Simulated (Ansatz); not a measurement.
ZnS:
```
ZnS
1.0
    3.80610     0.00000     0.00000
   -1.90305     3.29618     0.00000
    0.00000     0.00000     6.24474
Zn S
2 2
Cartesian
  1.90305   1.09873   6.24317
  0.00000   2.19745   3.12080
  1.90305   1.09873   3.90579
  0.00000   2.19745   0.78342
```

Relaxed with r²SCAN. Special points in fractions of this cell's reciprocal vectors: Γ (0.000, 0.000, 0.000); M (0.500, 0.000, 0.000); K (0.333, 0.333, 0.000); A (0.000, 0.000, 0.500); L (0.500, 0.000, 0.500); H (0.333, 0.333, 0.500).

Task: List the band energies nearest the valence-band maximum at these points for DFT-r²SCAN in the program Ansatz with PAW potentials.

Result: In eV from the valence-band maximum; about four levels below and three above (degenerate sets whole), none deeper than 8.9 eV; points with the same levels are listed once.

```
k                        below                          above
-  ---------------------------  -----------------------------
Γ  -0.92 -0.92 -0.08 0.00 0.00            2.78 3.61 6.77 6.77
M      -3.36 -2.31 -1.73 -0.91                 4.04 4.76 5.44
K      -3.96 -2.38 -2.38 -2.15                 4.54 6.46 6.46
A      -0.48 -0.48 -0.48 -0.48  4.10 4.10 7.23 7.23 7.23 7.23
L      -1.68 -1.68 -1.66 -1.66            3.96 3.96 5.64 5.64
H      -3.13 -3.13 -1.40 -1.40            4.98 4.98 6.69 6.69
```

Space group P6_3mc (wurtzite). The r²SCAN relaxation kept the symmetry of its start; phonons on a q-mesh show no instability.

Potentials: the later of the program's two PAW sets.
